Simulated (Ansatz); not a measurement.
TiAl (CuAu type, space group P4/mmm)

```cif
data_AlTi
_chemical_formula_sum 'Al1 Ti1'
_space_group_name_H-M_alt 'P4/mmm'
_space_group_IT_number 123
_space_group_name_Hall '-P 4 2'
_cell_length_a 2.79703
_cell_length_b 2.79703
_cell_length_c 4.03197
_cell_angle_alpha 90.000
_cell_angle_beta 90.000
_cell_angle_gamma 90.000
loop_
_atom_site_label
_atom_site_type_symbol
_atom_site_symmetry_multiplicity
_atom_site_Wyckoff_symbol
_atom_site_fract_x
_atom_site_fract_y
_atom_site_fract_z
_atom_site_occupancy
Al1 Al 1 d 0.50000 0.50000 0.50000 1
Ti1 Ti 1 a 0.00000 0.00000 0.00000 1
```

This relaxed cell (volume V₀) is scaled evenly in all directions, its shape held. Symmetry pins the atoms to their sites.

These are PBEsol (plane waves to 420 eV, PAW, scalar-relativistic; Ansatz, an electronic-structure program) values and carry that method's errors. k mesh 17×17×12 (Γ-centred), Fermi-Dirac smearing 0.05 eV. The energy includes the smearing's −TS. With the shape held, the modulus is that of even scaling; a crystal free to change shape is softer. The PAW data are Ansatz's earlier set. TiAl is run without spin polarisation. TiAl was relaxed with its symmetry unable to fall. ΔE is measured from the relaxed starting cell. The last digit holds for this mesh only.

| V (Å³/atom) | ΔE (meV/atom) |
|---|---|
| 14.825 | 23.6 |
| 15.062 | 13.0 |
| 15.299 | 5.6 |
| 15.535 | 1.4 |
| 15.772 | 0.0 |
| 16.008 | 1.3 |
| 16.245 | 5.1 |
| 16.482 | 11.2 |
| 16.718 | 19.4 |

### Question
What is the fitted pressure derivative B₀′?

### Answer
3.9.

### Question
What bulk modulus at fixed cell shape B₀ follows from a third-order Birch-Murnaghan fit?

### Answer
120 GPa.

(Under strain, the slope of the energy per volume gives the stress and its curvature an elastic modulus.)
